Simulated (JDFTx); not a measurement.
Input for a modified build of JDFTx: C2H5N (SMILES C=NC), charge 0, multiplicity 1, CANDLE, water, 2 M NaF; lengths in bohr, energies in hartree. The run starts from orbitals saved by an earlier run of the same system.

```
lattice \
  24.5664396201 0.0000000000 0.0000000000 \
  0.0000000000 20.7869873709 0.0000000000 \
  0.0000000000 0.0000000000 20.7869873709
coords-type Cartesian
ion C -2.5542650973 0.3987170174 -0.0003664121 0
ion N -0.1755133567 1.6719873680 -0.0004302574 0
ion C 1.8417100692 0.4444566251 -0.0003591079 0
ion H -3.6058339763 1.0120346192 1.6626103603 0
ion H -3.6064517829 1.0129306152 -1.6626103603 0
ion H -2.3964519105 -1.6719873680 -0.0009142935 0
ion H 1.9561176618 -1.6262904791 -0.0003383438 0
ion H 3.6064517829 1.4690340225 -0.0003364693 0
ion-species pseudo/c_pbe_v1.2.upf
ion-species pseudo/n_pbe_v1.2.upf
ion-species pseudo/h_pbe_v1.4.upf
elec-cutoff 20 100
elec-ex-corr gga-PBE
symmetries none
elec-n-bands 12
converge-empty-states yes
electronic-scf nIterations 100 energyDiffThreshold 1e-8
fluid LinearPCM
pcm-variant CANDLE
fluid-solvent H2O
fluid-cation Na+ 2
fluid-anion F- 2
fluid-minimize nIterations 400 knormThreshold 1e-11
wavefunction read s0.wfns
dump-name s1.$VAR
dump End State Ecomponents EigStats BandEigs Forces ElecDensity IonicPositions FluidDebug
```

The log closes as follows.

```
[...]
SCF: Cycle: 13   Etot: -24.326941711607191   dEtot: -7.701e-09   |Residual|: 3.604e-05   |deigs|: 5.247e-05
SCF: Cycle: 14   Etot: -24.326941714687919   dEtot: -3.081e-09   |Residual|: 2.038e-05   |deigs|: 3.824e-05
SCF: Converged (|Delta E|<1.000000e-08 for 2 iters).
Converging empty states (this may take a while): |deigs|: 2.369e-04

# Ionic positions in cartesian coordinates:
ion C  -2.554265097300001   0.398717017400000  -0.000366412100000 0
ion C   1.841710069200000   0.444456625100000  -0.000359107900000 0
ion N  -0.175513356700000   1.671987368000000  -0.000430257400000 0
ion H  -3.605833976300001   1.012034619200000   1.662610360300000 0
ion H  -3.606451782900000   1.012930615200000  -1.662610360300000 0
ion H  -2.396451910500001  -1.671987368000000  -0.000914293500000 0
ion H   1.956117661800000  -1.626290479100000  -0.000338343800000 0
ion H   3.606451782900000   1.469034022500000  -0.000336469300000 0

# Forces in Cartesian coordinates:
force C  -0.001474228470510  -0.004944790848266   0.000001698451261 0
force C   0.017814967357349  -0.014813834592576  -0.000004742480209 0
force N  -0.014226568301873   0.025201861202044   0.000001187044112 0
force H  -0.006404677230766   0.001008755632886   0.005229315623067 0
force H  -0.006406757781227   0.001009570590526  -0.005228268086489 0
force H  -0.000154845254681  -0.005748612990224  -0.000001021351044 0
force H  -0.001619545914805  -0.006882510299322   0.000000240965883 0
force H   0.012578119253238   0.004953671196471   0.000000047029452 0

# Energy components:
   A_diel =       -0.0073681725090216
   Eewald =       21.0259423991497947
       EH =       39.7010090208904742
     Eloc =      -94.6338795646560982
      Enl =        3.0443596815660179
      Exc =       -8.0904064365750834
 Exc_core =        0.1559698257040137
       KE =       14.4774315317419848
-------------------------------------
     Etot =      -24.3269417146879192


	eMin: -0.852086 at state 0 ( [ +0.000000 +0.000000 +0.000000 ] spin 0 )
	HOMO: -0.219353 at state 0 ( [ +0.000000 +0.000000 +0.000000 ] spin 0 )
```

The run took 15 electronic cycles (a count that differs between repeats, as do the digits past 10⁻⁶ Ha); the highest occupied level lies at -5.97 eV from the bulk liquid; the total lies -0.13 eV from the vacuum run at this geometry.
